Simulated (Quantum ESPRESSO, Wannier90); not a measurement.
# Wannierisation of MgS (rock salt)

```xyz
2
Lattice="0.0000 2.6044 2.6044 2.6044 0.0000 2.6044 2.6044 2.6044 0.0000" Properties=species:S:1:pos:R:3 pbc="T T T"
Mg     0.0000     0.0000     0.0000
S      2.6044     2.6044     2.6044
```

Cell from Materials Project (mp-1315), symmetrised, no further relaxation. COD (Crystallography Open Database) has an entry of this formula and space group (matched by these alone). Level: LDA, no spin polarisation, no spin-orbit coupling; pw.x of Quantum ESPRESSO at 68 Ry with PseudoDojo potentials, 10×10×10 k-points, Wannier90. Density: 10×10×10 mesh, cold smearing 0.01 Ry.

The plane-wave run has 19 bands and 16 electrons a cell. On the energy scale of pw.x, whose zero is arbitrary, the valence-band maximum lies at 6.13 eV.

Isolated groups of bands, relative to the valence-band maximum (bands from 9 on overlap up to the last one computed):

```
bands  from (eV)  to (eV)  filling  weight on atomic waves
-----  ---------  -------  -------  ----------------------
1         -74.12   -74.12   filled             Mg 2s 100 %
2–4       -41.51   -41.50   filled             Mg 2p 100 %
5         -12.63   -10.89   filled   S 3s 88 %, Mg 3s 11 %
6–8        -4.89     0.00   filled    S 3p 90 %, Mg 3s 6 %
```

Input w.win, without the blocks of cell, atoms and k-points (1000 lines):

```
num_bands = 15
num_wann = 8
exclude_bands = 1-4
num_iter = 800
conv_tol = 1.0e-6
conv_window = 4
dis_num_iter = 1000
dis_conv_tol = 1.0e-6
dis_froz_max = 15.05
write_hr = true
write_u_matrices = true
begin projections
Mg: s;p
S: s;p
end projections
mp_grid = 10 10 10
```

wannier90.x stops with:
```
dis_windows: More states in the frozen window than target WFs
```
At some k-point more bands lie below dis_froz_max than there are Wannier functions, and every frozen state has to fit into the subspace. Mended as below, all else unchanged, the run goes through (Ω_I = 10.6 Å²) and follows the plane-wave bands to 3.1 meV rms (states up to 3.6 eV relative to the valence-band maximum).
```
dis_froz_max = 10.18
```
